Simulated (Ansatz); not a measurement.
A structure of PbSe relaxed with PBEsol (plane waves to 420 eV, PAW, scalar-relativistic; Ansatz, a program for electronic structure); single points at other levels follow on the same geometry (Ansatz, PAW; PBEsol+SOC at 420 eV on a 13×13×13 k-mesh; spin-orbit coupling only where +SOC is written). Space group Fm-3m (No. 225).

```yaml
crystal:
  lattice:
    - [0.00000, 3.05142, 3.05142]
    - [3.05142, 0.00000, 3.05142]
    - [3.05142, 3.05142, 0.00000]
  atoms:
    - { symbol: Pb, position: [0.50000, 0.50000, 0.50000] }
    - { symbol: Se, position: [0.00000, 0.00000, 0.00000] }
```

| level | gap (eV) | kind | conduction minimum |
|---|---|---|---|
| PBEsol | 0.17 | direct | L |
| PBEsol+SOC | … | … | … |

Problem. What belongs in the gaps?

Solution. 
- PBEsol+SOC, gap (eV): 0.31
- PBEsol+SOC, kind: direct
- PBEsol+SOC, conduction minimum: L

The shift from spin-orbit coupling is approximate. No spin polarisation in the result.

The run could not lose the symmetry of its start.
